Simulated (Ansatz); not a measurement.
MoS₂:
```
CELL_PARAMETERS angstrom
      3.17714     0.00000     0.00000
     -1.58857     2.75148     0.00000
      0.00000     0.00000    12.58084
ATOMIC_POSITIONS crystal
  Mo 0.00000 0.00000 0.25000
  Mo 0.00000 0.00000 0.75000
  S  0.33333 0.66667 0.37335
  S  0.66667 0.33333 0.62665
  S  0.66667 0.33333 0.87335
  S  0.33333 0.66667 0.12665
```

Tensor components refer to the Cartesian frame of this cell.

Problem. Give the high-frequency dielectric tensor and the Born effective charge tensors of the independent atoms from DFPT, the program Ansatz at the r²SCAN+D4 level (PAW).

Solution. 
ε∞:
```
14.6  0.00  0.00
0.00  14.6  0.00
0.00  0.00  5.48
```
Z* of atom 1 (Mo), rows: field, columns: displacement, in e:
```
-0.86   0.00   0.00
 0.00  -0.86   0.00
 0.00   0.00  -0.40
```
Z* of atom 3 (S), rows: field, columns: displacement, in e:
```
0.43  0.00  0.00
0.00  0.43  0.00
0.00  0.00  0.20
```

Static charges for comparison (Bader): Mo1 +1.32, S3 -0.66 e. Born charges measure polarisation by displacement and can exceed these by far.

Space group P6_3/mmc. The workflow started from a Materials Project entry (that database holds measured and hypothetical structures alike). Its sites differ from those of the usual phase in this space group: another stacking or structure type. Symmetry was held in the r²SCAN+D4 relaxation; its stability against distortions is not shown here. No spin polarisation was allowed. Scalar-relativistic: spin–orbit coupling is off unless named, which matters more the heavier the elements.

Potentials: the earlier of the program's two PAW sets.
